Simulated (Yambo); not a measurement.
Quantum ESPRESSO input (PBEsol, PseudoDojo standard norm-conserving files, scalar-relativistic) whose wavefunctions are converted with p2y:

```
&CONTROL
  calculation = 'nscf'
  pseudo_dir = './pseudo'
  outdir = './out'
/
&SYSTEM
  ibrav = 0
  nat = 3
  ntyp = 2
  ecutwfc = 82.3
  ecutrho = 329.2
  occupations = 'fixed'
  force_symmorphic = .true.
  nbnd = 191
/
&ELECTRONS
  conv_thr = 3.0000000000000004e-09
  diago_full_acc = .true.
  diago_thr_init = 1e-08
/
ATOMIC_SPECIES
K 39.0983 K.upf
Te 127.6000 Te.upf
CELL_PARAMETERS angstrom
  0.000000000000   3.923273758001   3.923273758001
  3.923273758001   0.000000000000   3.923273758001
  3.923273758001   3.923273758001   0.000000000000
ATOMIC_POSITIONS crystal
K   0.749999787868   0.749999787868   0.749999787868
K   0.249999787868   0.249999787868   0.249999787868
Te   0.999999787868   0.999999787868   0.999999787868
K_POINTS automatic
2 2 2 0 0 0
```

Yambo's initialisation report on symmetry, reciprocal space, the k grid and the gaps on this mesh:

```
  [02.02] Symmetries
  ==================

  Inversion symmetry    : yes
  Spatial inversion     : yes
  Inversion index       :  25
  K-space Time-reversal : no
  Magnetic symmetries   : no
  Group table correct   : yes
  Symmetries units      :  [cc]

  [02.03] Reciprocal space
  ========================

  nG shells         :   613
  nG charge         :   82243
  nG WFs            :  11735
  nC WFs            :  10326
  G-vecs. in first 61 shells:  [ Number ]
     1    9   15   27   51   59   65   89  113
    137   169   181   229   259   283   307   331   339
    387   411   459   531   537   561   609   645   701
    725   749   821   869   893   941   965  1037  1067
   1139  1211  1243  1291  1363  1411  1459  1471  1591
   1639  1687  1759  1807  1837  1893  1917  1989  2085
   2109  2133  2229  2277  2397  2421  2445
  ...
  Shell energy in first 61 shells:  [ mHa ]
    0.00000      269.337      359.116      718.232      987.569      1077.35      1436.46      1705.80      1795.58
    2154.70      2424.03      2872.93      3142.27      3232.04      3591.16      3860.50      3950.28      4309.39
    4578.73      4668.51      5027.62      5296.96      5745.86      6015.19      6104.97      6464.09      6733.43
    6823.20      7182.32      7451.66      7541.44      7900.55      8169.89      8618.78      8888.12      8977.90
    9337.02      9606.35      9696.13      10324.6      10414.4      10773.5      11042.8      11491.7      11761.0
    11850.8      12209.9      12479.3      12569.1      12928.2      13197.5      13287.3      13646.4      13915.7
    14364.6      14634.0      14723.8      15082.9      15352.2      15442.0      15801.1
  ...

  [02.04] K-grid lattice
  ======================

  Compatible Grid is   : 3D
  Base K vectors       :  K_min[ 1 ]  K_min[ 2 ]  K_min[ 3 ]
  K_min[ 1 ] :  0.500000  0.500000  0.500000 [rlu]
  K_min[ 2 ] : -0.500000  0.000000  0.000000 [rlu]
  K_min[ 3 ] :  0.000000 -0.500000  0.000000 [rlu]
  Grid dimensions      :  2  2  2
  K lattice UC volume  :  0.038043 [a.u.]

  IBZ K-points                                      :  3
  BZ  K-points                                      :   8

  K/Q-points units:
  rlu = crystal or reduced units; cc = cartesian coordinates; iku = interal k-units

  K [1]          [rlu]:  0.000000  0.000000  0.000000
         WF components:  10177
  K [2]          [rlu]:  0.000000  0.000000 -0.500000
         WF components:  10272
  K [3]          [rlu]:  0.000000 -0.500000 -0.500000
         WF components:  10326

  [02.05] Energies & Occupations
  ==============================

  [X] === General ===
  [X] Electronic Temperature                        :  0.000000  0.000000 [eV K]
  [X] Bosonic    Temperature                        :  0.000000  0.000000 [eV K]
  [X] Finite Temperature mode                       : no
  [X] El. density                                   :  0.28152E+24 [cm-3]
  [X] Fermi Level                                   :  3.357534 [eV]

  [X] === Gaps and Widths ===
  [X] Conduction Band Min                           :  2.365110 [eV]
  [X] Valence Band Max                              :  0.000000 [eV]
  [X] Filled Bands                                  :  17
  [X] Empty Bands                                   :   18  191
  [X] Direct Gap                                    :  2.481306 [eV]
  [X] Direct Gap localized at k                     :  1
  [X] Indirect Gap                                  :  2.365110 [eV]
  [X] Indirect Gap between kpts                     :  3  1
  [X] Last valence band width                       :  0.116196 [eV]
  [X] 1st conduction band width                     :  1.965630 [eV]
```
The gaps are PBEsol values on this mesh alone; only operations without fractional translations are kept.

Spin-orbit coupling is not included.

Geometry strained from the cell relaxed with PBEsol, atoms relaxed again.
